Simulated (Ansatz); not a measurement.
Here is the system:

Ca3GeO:
```cif
data_Ca3GeO
_chemical_formula_sum 'Ca3 O1 Ge1'
_space_group_name_H-M_alt 'Pm-3m'
_space_group_IT_number 221
_space_group_name_Hall '-P 4 2 3'
_cell_length_a 4.67002
_cell_length_b 4.67002
_cell_length_c 4.67002
_cell_angle_alpha 90.000
_cell_angle_beta 90.000
_cell_angle_gamma 90.000
loop_
_atom_site_label
_atom_site_type_symbol
_atom_site_symmetry_multiplicity
_atom_site_Wyckoff_symbol
_atom_site_fract_x
_atom_site_fract_y
_atom_site_fract_z
_atom_site_occupancy
Ca1 Ca 3 c 0.00000 0.50000 0.50000 1
O1 O 1 b 0.50000 0.50000 0.50000 1
Ge1 Ge 1 a 0.00000 0.00000 0.00000 1
```

This is the PBEsol-relaxed structure.

Question: All from DFT-PBEsol in the program Ansatz with PAW potentials, unless another level is named. Predict the electronic character.

Answer: no gap, with almost no states at the Fermi level (zero-gap or semimetallic).

Question: What about the formation energy from the elements (no fitted shifts)?

Answer: -1.62 eV/atom.

Question: Predict the HSE06 gap on the PBEsol cell.

Answer: 0.48 eV (a hybrid on a coarse mesh can open a false gap in a semimetal).

Question: And the gap with spin–orbit coupling?

Answer: none (metallic).

The workflow started from an entry of the Crystallography Open Database (COD), which files this formula under 2 space groups. Its standing as an ambient phase is unchecked. The cell was relaxed with PBEsol under the symmetry of its start; its stability against distortions is not shown here. The references are the lowest solids computed at this level, not always the standard phases (solids in place of the gases). Scalar-relativistic: spin–orbit coupling is off unless named, which matters more the heavier the elements.

Potentials: the later of the program's two PAW sets.
